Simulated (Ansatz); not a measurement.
One stationary structure of CsPbBr$_{3}$. Space group Pnma (No. 62), AFLOW prototype AB3C_oP20_62_c_cd_a (as in CaTiO3). These are r2SCAN (plane waves to 500 eV, PAW, scalar-relativistic; Ansatz, a program for electronic structure) values and carry that method's errors.

```cif
data_Br12Cs4Pb4
_chemical_formula_sum 'Cs4 Pb4 Br12'
_space_group_name_H-M_alt 'P 1'
_space_group_IT_number 1
_cell_length_a 8.45309
_cell_length_b 11.80501
_cell_length_c 8.12821
_cell_angle_alpha 90.000
_cell_angle_beta 90.000
_cell_angle_gamma 90.000
loop_
_space_group_symop_operation_xyz
  'x, y, z'
loop_
_atom_site_label
_atom_site_type_symbol
_atom_site_fract_x
_atom_site_fract_y
_atom_site_fract_z
_atom_site_occupancy
Cs1 Cs 0.43827 0.25000 0.98149 1
Cs2 Cs 0.93827 0.25000 0.51851 1
Cs3 Cs 0.56173 0.75000 0.01851 1
Cs4 Cs 0.06173 0.75000 0.48149 1
Pb1 Pb 0.00000 0.00000 0.00000 1
Pb2 Pb 0.50000 0.50000 0.50000 1
Pb3 Pb 0.00000 0.50000 0.00000 1
Pb4 Pb 0.50000 0.00000 0.50000 1
Br1 Br 0.00868 0.25000 0.06916 1
Br2 Br 0.50868 0.25000 0.43084 1
Br3 Br 0.99132 0.75000 0.93084 1
Br4 Br 0.49132 0.75000 0.56916 1
Br5 Br 0.29688 0.53588 0.19973 1
Br6 Br 0.79688 0.96412 0.30027 1
Br7 Br 0.70312 0.03588 0.80027 1
Br8 Br 0.20312 0.46412 0.69973 1
Br9 Br 0.70312 0.46412 0.80027 1
Br10 Br 0.20312 0.03588 0.69973 1
Br11 Br 0.29688 0.96412 0.19973 1
Br12 Br 0.79688 0.53588 0.30027 1
```

```yaml
volume_per_atom: 40.56 Å³
band_gap: 2.41 eV, direct at Γ (no spin-orbit coupling)
shortest_distances: Br–Pb 3.01 Å
k-mesh: 3×3×4
```

Band energies at high-symmetry points (eV from the VBM; labels of this space group; no spin-orbit coupling), from −5 eV up to 5.8 eV:

| point | energies |
|---|---|
| Γ | -3.71 -3.68 -3.66 -3.57 -3.56 -3.50 -2.57 -2.35 -2.32 -2.31 -2.30 -2.21 -2.07 -1.99 -1.96 -1.94 -1.90 -1.87 -1.87 -1.85 -1.81 -1.80 -1.79 -1.79 -1.77 -1.66 -1.59 -1.58 -1.55 -1.52 -1.47 -1.44 -1.27 -1.10 -0.62 0.00 2.41 2.48 2.56 2.79 3.00 3.22 4.48 5.32 5.51 5.57 5.61 5.63 5.71 5.81 |
| X | -3.62 -3.62 -3.07 -3.07 -2.92 -2.92 -2.73 -2.73 -2.71 -2.71 -2.41 -2.41 -2.18 -2.18 -2.05 -2.05 -2.01 -2.01 -1.84 -1.84 -1.81 -1.81 -1.74 -1.74 -1.71 -1.71 -1.61 -1.61 -1.57 -1.57 -1.51 -1.51 -1.26 -1.26 -0.81 -0.81 2.82 2.82 3.96 3.96 4.11 4.11 4.27 4.27 4.44 4.44 5.62 5.62 5.65 5.65 |
| S | -3.03 -3.03 -3.03 -3.03 -2.97 -2.97 -2.97 -2.97 -2.60 -2.60 -2.60 -2.60 -2.07 -2.07 -2.07 -2.07 -2.02 -2.02 -2.02 -2.02 -1.87 -1.87 -1.87 -1.87 -1.58 -1.58 -1.58 -1.58 -1.54 -1.54 -1.54 -1.54 -1.20 -1.20 -1.20 -1.20 4.09 4.09 4.09 4.09 4.18 4.18 4.18 4.18 4.33 4.33 4.33 4.33 |
| Y | -3.62 -3.62 -3.62 -3.62 -2.89 -2.89 -2.77 -2.77 -2.45 -2.45 -2.25 -2.25 -2.22 -2.22 -1.96 -1.96 -1.92 -1.92 -1.82 -1.82 -1.80 -1.80 -1.76 -1.76 -1.66 -1.66 -1.63 -1.63 -1.56 -1.56 -1.55 -1.55 -1.29 -1.29 -0.46 -0.46 2.61 2.61 2.77 2.77 3.95 3.95 4.53 4.53 5.18 5.18 5.70 5.70 5.71 5.71 |
| Z | -3.62 -3.62 -3.09 -3.09 -2.93 -2.93 -2.73 -2.73 -2.65 -2.65 -2.46 -2.46 -2.19 -2.19 -2.03 -2.03 -1.96 -1.96 -1.84 -1.84 -1.80 -1.80 -1.71 -1.71 -1.70 -1.70 -1.65 -1.65 -1.57 -1.57 -1.51 -1.51 -1.36 -1.36 -0.86 -0.86 2.81 2.81 3.98 3.98 4.04 4.04 4.34 4.34 4.39 4.39 5.63 5.63 5.68 5.68 5.82 5.82 |
| U | -3.64 -3.64 -3.58 -3.58 -3.43 -3.43 -2.55 -2.55 -2.41 -2.41 -2.12 -2.12 -2.10 -2.10 -1.99 -1.99 -1.91 -1.91 -1.81 -1.81 -1.81 -1.81 -1.76 -1.76 -1.73 -1.73 -1.72 -1.72 -1.70 -1.70 -1.45 -1.45 -1.16 -1.16 -0.60 -0.60 2.80 2.80 2.85 2.85 3.25 3.25 5.14 5.14 5.61 5.61 5.78 5.78 |
| R | -3.51 -3.51 -3.51 -3.51 -2.88 -2.88 -2.88 -2.88 -2.44 -2.44 -2.44 -2.44 -2.10 -2.10 -2.10 -2.10 -1.82 -1.82 -1.82 -1.82 -1.80 -1.80 -1.80 -1.80 -1.72 -1.72 -1.72 -1.72 -1.53 -1.53 -1.53 -1.53 -1.04 -1.04 -1.04 -1.04 3.03 3.03 3.03 3.03 4.27 4.27 4.27 4.27 5.37 5.37 5.37 5.37 |
| T | -3.05 -3.05 -3.00 -3.00 -2.99 -2.99 -2.98 -2.98 -2.63 -2.63 -2.60 -2.60 -2.07 -2.07 -2.05 -2.05 -1.99 -1.99 -1.99 -1.99 -1.79 -1.79 -1.79 -1.79 -1.63 -1.63 -1.58 -1.58 -1.58 -1.58 -1.52 -1.52 -1.31 -1.31 -1.30 -1.30 4.03 4.03 4.10 4.10 4.16 4.16 4.25 4.25 4.26 4.26 4.35 4.35 5.77 5.77 |

No spin polarisation in the result. Without spin-orbit coupling the bands of the heavy element are not split, so the gap can be far off.

The run could not lose the symmetry of its start.

The first start was generated by placing the elements on the sites of a structure type. A measured structure of CsPbBr3 has the same space group, Pnma (No. 62); the sites were not compared with it.
